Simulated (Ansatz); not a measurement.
**Calculation log, ZrC (Fm-3m) (phonons)**

Computed with LDA, all-electron LAPW in Ansatz 0.2.0, scalar-relativistic; not a measurement.

The cell comes from a PAW relaxation under the same functional.

The structure is one entry of a database and needn't be the stable phase.

Launched as:

```sh
ansatz run input.yaml --threads 2 --pin off --max-ram 5120MiB --backend cpu --events-out ev --progress --plain --runs-dir out
```

Input file:

```yaml
crystal:
  lattice:
    - [0.0, 2.32089745342, 2.32089745342]
    - [2.32089745342, 0.0, 2.32089745342]
    - [2.32089745342, 2.32089745342, 0.0]
  atoms:
    - { symbol: Zr, position: [0.5, 0.5, 0.5] }
    - { symbol: C, position: [0.0, 0.0, 0.0] }
kpoints:
  mp_grid: { grid: [12, 12, 12] }
scf:
  occupations: { method: fermi_dirac, width: 0.1 }
hamiltonian:
  xc: lda
  pseudopotentials: { kind: all_electron, lapw: { basis_error: 0.0005 } }
phonons:
  qmesh: [2, 2, 2]
  qpath:
    path:
      - [0.0, 0.0, 0.0]
      - [0.5, 0.0, 0.5]
      - [0.625, 0.25, 0.625]
      - [0.375, 0.375, 0.75]
      - [0.0, 0.0, 0.0]
      - [0.5, 0.5, 0.5]
      - [0.5, 0.25, 0.75]
      - [0.5, 0.0, 0.5]
    npoints: 6
  temperatures: { t_min: 0, t_max: 1000, t_step: 100 }
```

Output (shortened where marked):

```
Warning: RAYON_NUM_THREADS=2 ignored (pool sized by the plan → 2); use --threads N
LAPW: plane waves up to 8.863 Å⁻¹, error target 5.0e-4 eV per atom; small_component_spin mean_spin; C in spheres of 1.008 Å, 6 of its electrons in bands, Dirac shells []; Zr in spheres of 1.243 Å, 30 of its electrons in bands, ...
Engine: ansatz 0.2.0, x86_64-unknown-linux-gnu
Pseudopotentials: kind: all_electron
Pseudopotential: Zr, LAPW, valence charge 30, lapw/all_electron/scalar/gaussian/Zr, Koelling and Harmon's equation, gaussian nucleus
Pseudopotential: C, LAPW, valence charge 6, lapw/all_electron/scalar/gaussian/C, Koelling and Harmon's equation, gaussian nucleus
Functional definition: SPW92
  exchange = slater_x
  correlation = pw_c
Crystal: 4 atoms, lattice volume = 50.007 Å³
Basis set: ecut = 299.2956916842547 eV, 585 PW (Γ), FFT grids on a1, a2, −a1+a2+a3, exchange–correlation at level 2
Bands: 44, of which v1, the nominal top of the filled ones, is band 36 counted from 1 (35 counted from 0)
Symmetry: 32 space group operations
k-points: 100 of 864
Non-local potential: Zr, projectors of the file, none
Non-local potential: C, projectors of the file, none
[... 112 lines left out ...]
  ASR residual: 1.503e-3 → 0.000e0 eV/Å²; symmetrization residual: 1.832e-3 eV/Å²
  largest component of a force at the reference: 1.2e-30 eV/Å
  ASR residual per site (eV/Å²): 1.31e-3 1.50e-3
  Γ frequencies (cm⁻¹): 0.00 0.00 0.00 443.82 443.82 443.82
--- Phonons (by wavevector): 3 wavevectors in 2 supercells ---
  supercell 1 (2 cells, vectors [1, 0, 0], [0, 1, -1], [0, 0, 2] in multiples of the cell's): 2 displaced members by 0.01 Å; free energy -197703.389197 eV; taken off its force constants: by the sum rule 1.2e-3, by the ...
  symmetry images taken by strict's conditions (phonons.symmetry_images: auto; settled by no image being taken that strict refuses)
  supercell 2 (2 cells, vectors [1, 0, 0], [0, 1, 0], [0, 0, 2] in multiples of the cell's): 2 displaced members by 0.01 Å; free energy -197703.389197 eV; taken off its force constants: by the sum rule 1.5e-3, by the ...
  symmetry images taken by strict's conditions (phonons.symmetry_images: auto; settled by no image being taken that strict refuses)
  q = [0.0000, 0.0000, 0.0000] (star 1, supercell 1; hermiticity 0.00e0, symmetrization 2.19e-5): -0.00 0.00 0.00 443.82 443.82 443.82
  q = [0.0000, 0.0000, -0.5000] (star 4, supercell 2; hermiticity 1.13e-16, symmetrization 7.46e-16): 194.08 194.08 333.71 537.83 537.83 674.89
  q = [0.0000, -0.5000, -0.5000] (star 3, supercell 1; hermiticity 1.31e-16, symmetrization 4.31e-16): 216.68 216.68 274.24 474.99 474.99 549.51
  joined force constants: q→R imaginary residual 4.19e-18
  density of states and harmonic sums: on the 24×24×24 q-mesh, interpolated from the force constants of a 2×2×2 supercell (no non-analytic term)
  largest difference from the sums on the solved wave vectors: F 4.91e-2 eV, S 8.14e-5 and C_V 3.23e-5 eV/K
```

The calculation finished and met its thresholds.

Phonons on the q mesh:

Harmonic phonons of a crystal by Kohn-Sham DFT at the given cell, standard atomic masses, acoustic sum rule imposed; negative wavenumbers are unstable modes; one row a degenerate set, branches counted upwards.

```json
{"Unstable phonons": "no"}
```

| point | q a (r.l.u.) | q b (r.l.u.) | q c (r.l.u.) | branch | phonon wavenumber (cm⁻¹) | degeneracy |
| --- | --- | --- | --- | --- | --- | --- |
| Gamma | 0 | 0 | 0 | 4 | 443.8 | 3 |
| L | 0.5 | 0 | 0 | 1 | 194.1 | 2 |
| L | 0.5 | 0 | 0 | 3 | 333.7 | 1 |
| L | 0.5 | 0 | 0 | 4 | 537.8 | 2 |
| L | 0.5 | 0 | 0 | 6 | 674.9 | 1 |
| X | 0.5 | 0.5 | 0 | 1 | 216.7 | 2 |
| X | 0.5 | 0.5 | 0 | 3 | 274.2 | 1 |
| X | 0.5 | 0.5 | 0 | 4 | 475 | 2 |
| X | 0.5 | 0.5 | 0 | 6 | 549.5 | 1 |

Zone-centre phonons:

Optical zone-centre levels upwards with Mulliken labels, activity, and the element with most of the kinetic energy.

```
Point group : m-3m
```

```tsv
number	phonon wavenumber (cm⁻¹)	label	infrared	raman	lead element
1	443.8	T1u	yes	no	C
```

**Harmonic thermodynamics**

Sums over wave vectors interpolated from the q mesh.

- Zero point energy: 70.85 meV/atom

```csv
temperature (K),phonon heat capacity (k_B/atom),phonon entropy (k_B/atom),phonon free energy (meV/atom)
100,0.7276,0.3108,70.15
200,1.7,1.138,63.99
300,2.246,1.943,50.64
400,2.526,2.632,30.84
500,2.68,3.213,5.59
600,2.771,3.711,-24.3
700,2.828,4.142,-58.18
800,2.867,4.523,-95.55
900,2.894,4.862,-136
1000,2.913,5.168,-179.2
```

Known limits: responses of metals move with mesh and smearing; activity by symmetry alone, a metal screens infrared modes; coarse q mesh.

Time and hardware: 4.3 min on 2 threads of Intel(R) Xeon(R) 6975P-C (Granite Rapids) (shared host), peak memory 1.3 GiB.
